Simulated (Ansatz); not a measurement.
Mg (hcp, Mg type)

```
Mg
1.0
    3.17453     0.00000     0.00000
   -1.58726     2.74922     0.00000
    0.00000     0.00000     5.18496
Mg
2
Direct
  0.33333   0.66667   0.75000
  0.66667   0.33333   0.25000
```

A phonon eigenvector at Γ is frozen into this cell: atom i moves by Q times the vector below, so Q is the largest atomic displacement, in Å. The cell is held.

| atom | x | y | z |
|---|---|---|---|
| Mg1 | 0.000 | 0.000 | -1.000 |
| Mg2 | 0.000 | 0.000 | 1.000 |

Computed with r2SCAN (plane waves to 500 eV, PAW, scalar-relativistic; Ansatz, a first-principles code). k mesh 17×17×9 (Γ-centred), Fermi-Dirac smearing 0.05 eV. Energies are smeared free energies. With partly filled bands, energies and forces of such displacements shift with the k mesh and the smearing. Mg was relaxed with its symmetry unable to fall. The PAW data are Ansatz's earlier set. The zero of ΔE is the undisplaced structure. The last digit holds for this mesh only.

```csv
Q (Å),ΔE (meV/cell)
-0.1000,withheld
-0.0833,42.3
-0.0667,27.0
-0.0500,15.1
-0.0333,6.7
-0.0167,1.7
0.0000,0.0
0.0167,1.7
0.0333,6.7
0.0500,15.1
0.0667,27.0
0.0833,42.3
0.1000,withheld
```

### Question
Fit an even polynomial form (powers 2, 4) to the given rows and predict ΔE at Q = -0.1000.

### Answer
Least squares on the 11 given rows: ΔE = (6018)·Q² + (11270)·Q⁴, in meV/cell with Q in Å; root-mean-square residual 0.01 meV/cell. At -0.1000 the fit gives 61.3 meV/cell; the calculation gives 61.4 meV/cell, so the extrapolation is off by -0.1 (-0.2 %). The quadratic term alone would give 60.2 meV/cell.

(For displaced atoms, the force is minus the slope of the energy, and its curvature is a force constant, which sets phonon frequencies.)
